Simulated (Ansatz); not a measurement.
BN:
```
CELL_PARAMETERS angstrom
      1.24399     0.71822     3.22602
     -1.24399     0.71822     3.22602
      0.00000    -1.43644     3.22602
ATOMIC_POSITIONS crystal
  B  0.99974 0.99974 0.99974
  N  0.33269 0.33269 0.33269
```

Relaxed with LDA.

Task: Give the optical modes at the zone centre with their infrared and Raman activity from DFPT, DFT-LDA in the program Ansatz with PAW potentials.

Result: Transverse frequencies, without the LO–TO term; a row sums one degenerate level.

| ω (cm⁻¹) | degeneracy | IR ((D/Å)²/amu) | Raman (Å⁴/amu) | activity | symmetry |
|---|---|---|---|---|---|
| 759 | 1 | 2.16 | 1.8 | IR+Raman | A1 |
| 1388 | 2 | 54.81 | 380 | IR+Raman | E |

Task: How high does the top mode go among those that the LO–TO term moves?

Result: 1615 cm⁻¹ for q along x, 1615 cm⁻¹ for q along y, 819 cm⁻¹ for q along z.

Space group R3m. The workflow started from a Materials Project entry (that database holds measured and hypothetical structures alike); the Crystallography Open Database copy checked does not list it. It is not the phase usual at ambient conditions (space group No. 186, 194, 216). The cell was relaxed with LDA under the symmetry of its start; whether a distortion lowers the energy is not shown. A crystal of weakly bound layers computed without a dispersion correction: the cell and the soft elastic constants depend strongly on that.

Potentials: the earlier of the program's two PAW sets. The files were generated under PBE; for other functionals the program regenerates the frozen cores, and for LDA and PBEsol the local potential too.
